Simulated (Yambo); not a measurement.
NaCaIrH6 (space group F-43m, No. 216): a test of whether the lowest BSE state is resolved, against the k mesh (Yambo, LDA bands; otherwise 6 valence and 3 conduction bands, static screening with 55 bands and a 3 Ry block, scissor 1.61 eV, Tamm-Dancoff).

```csv
k mesh,direct gap (eV),lowest state (eV),difference (eV),k points taking part,rough cost
4×4×4,4.79,4.06,0.73,7.5,about 1/20
6×6×6,4.79,4.12,0.67,41,about 1/4
8×8×8,4.79,4.12,0.67,130,1
```

The last step moves the difference by 0.00 eV. On the densest mesh the state covers enough k points to be a bound exciton; its binding is converged only as far as that last step shows.

These are vertical excitations (zero momentum). The scissor comes from a G0W0 run whose convergence isn't established; costs are rough.

Spin-orbit coupling is left out, which matters for elements this heavy: edges can move by tenths of an eV.

Geometry of the Materials Project entry, not relaxed at this level; primitive cell a = 5.1096 Å, b = 5.1096 Å, c = 5.1096 Å, α = 60.00°, β = 60.00°, γ = 60.00°.

The structure is a Materials Project entry; no match was found in the copy of COD used, and its stability was not checked.
